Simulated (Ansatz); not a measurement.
Here is the system:

Cs (bcc, W type), conventional cell a = 6.2746 Å, b = 6.2746 Å, c = 6.2746 Å, α = 90.00°, β = 90.00°, γ = 90.00°. The calculation uses the primitive cell of 1 atom, to which meshes and values per cell refer.

Equation-of-state scan: isotropic scaling of the cell above, V₀ being its volume. Symmetry pins the atoms to their sites.

Method: r2SCAN (plane waves to 500 eV, PAW, scalar-relativistic; Ansatz, a first-principles code). k mesh 11×11×11 (Γ-centred), Fermi-Dirac smearing 0.05 eV. E stands for the smeared free energy. Stress and pressure are positive under compression. Cs was relaxed with its symmetry unable to fall. The PAW data are Ansatz's earlier set. The relaxed volume of Cs is well above the measured one; the method has no dispersion term. ΔE is measured from the relaxed starting cell.

The scan covers V/V₀ from 0.900 to 1.100 in 11 points.

Q: What is ΔE at V/V₀ = 0.900?

A: 8 meV/atom.

Q: What is ΔE at V/V₀ = 1.100?

A: 7 meV/atom.

Q: What pressure does the cell carry at V/V₀ = 0.900?

A: 0.2 GPa.

(A scan under strain: stresses follow from slopes of the energy per volume, elastic moduli from its curvatures.)
